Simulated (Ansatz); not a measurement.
CdHgSe₂ in space group P-4m2 (No. 115; Cd on 1c, Hg on 1a, Se on 2g), the program Ansatz at the r²SCAN level (PAW). The conduction-band minimum lies at Γ, with 1 equivalent valley. Second derivatives d²E/dk² of the lowest band at one valley (eV·Å²), along Cartesian directions:

| direction | d²E/dk² |
|---|---|
| [100] | 466.6 |
| [010] | 466.6 |
| [001] | 418.5 |
| [110] | 466.7 |
| [101] | 442.5 |
| [011] | 442.5 |

### Question
Find the principal effective masses, the density-of-states mass and the conductivity mass.

### Answer
Off-diagonal terms follow from H_xy = H[110] − (H_xx + H_yy)/2, and m*/mₑ = 7.620 eV·Å² over each eigenvalue: 0.016, 0.016, 0.018. One valley's DOS mass (m₁m₂m₃)^(1/3) = 0.017, conductivity mass 3/(Σ 1/mᵢ) = 0.017 mₑ.

### Question
What effective density of states Nc follows at 300 K for parabolic valleys?

### Answer
Nc = 2.509e19 × 1 × (0.017)^(3/2) ≈ 5.6e16 cm⁻³.

The first step of the workflow began from a Materials Project structure, measured or hypothetical; the Crystallography Open Database copy checked does not list it. With Cd and Hg taken as one species the cell has the higher symmetry F-43m, so it may be an ordered model of a mixed-site phase. Its standing as an ambient phase is unchecked. The cell was relaxed with r²SCAN under the symmetry of its start; whether a distortion lowers the energy is not shown. Scalar-relativistic: spin–orbit coupling is off unless named, which matters more the heavier the elements.

Potentials: the later of the program's two PAW sets.

Edges and masses are those of Kohn–Sham bands, whose gap is no quasiparticle gap.
